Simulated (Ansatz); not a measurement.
TaS$_{2}$:
```cif
data_S4Ta2
_chemical_formula_sum 'Ta2 S4'
_space_group_name_H-M_alt 'P 1'
_space_group_IT_number 1
_cell_length_a 3.27076
_cell_length_b 3.27076
_cell_length_c 12.95692
_cell_angle_alpha 90.000
_cell_angle_beta 90.000
_cell_angle_gamma 120.000
loop_
_space_group_symop_operation_xyz
  'x, y, z'
loop_
_atom_site_label
_atom_site_type_symbol
_atom_site_fract_x
_atom_site_fract_y
_atom_site_fract_z
_atom_site_occupancy
Ta1 Ta 0.66667 0.33333 0.25000 1
Ta2 Ta 0.33333 0.66667 0.75000 1
S1 S 0.00000 0.00000 0.36971 1
S2 S 0.00000 0.00000 0.63029 1
S3 S 0.00000 0.00000 0.86971 1
S4 S 0.00000 0.00000 0.13029 1
```

This is the LDA-relaxed structure.

**Question.** All from DFT-LDA in the program Ansatz with PAW potentials, unless another level is named. Predict the electronic character.

**Answer.** metallic (no gap).

**Question.** Next, the formation energy from the elements (no fitted shifts)?

**Answer.** -1.13 eV/atom.

**Question.** Next, the density of states at the Fermi level?

**Answer.** 0.80 states/eV per atom (mean over ±0.08 eV).

**Question.** Predict the gap with spin–orbit coupling.

**Answer.** none (metallic).

Space group P6_3/mmc. The workflow started from a Materials Project entry (that database holds measured and hypothetical structures alike); the Crystallography Open Database files this formula in space group No. 194, but the cells were not matched. It is not the phase usual at ambient conditions (space group No. 164). The cell was relaxed with LDA under the symmetry of its start; whether a distortion lowers the energy is not shown. No spin polarisation was allowed. A crystal of weakly bound layers computed without a dispersion correction: the cell and the soft elastic constants depend strongly on that. The references are the lowest solids computed at this level, not always the standard phases. Scalar-relativistic: spin–orbit coupling is off unless named, which matters more the heavier the elements.

Potentials: the later of the program's two PAW sets.
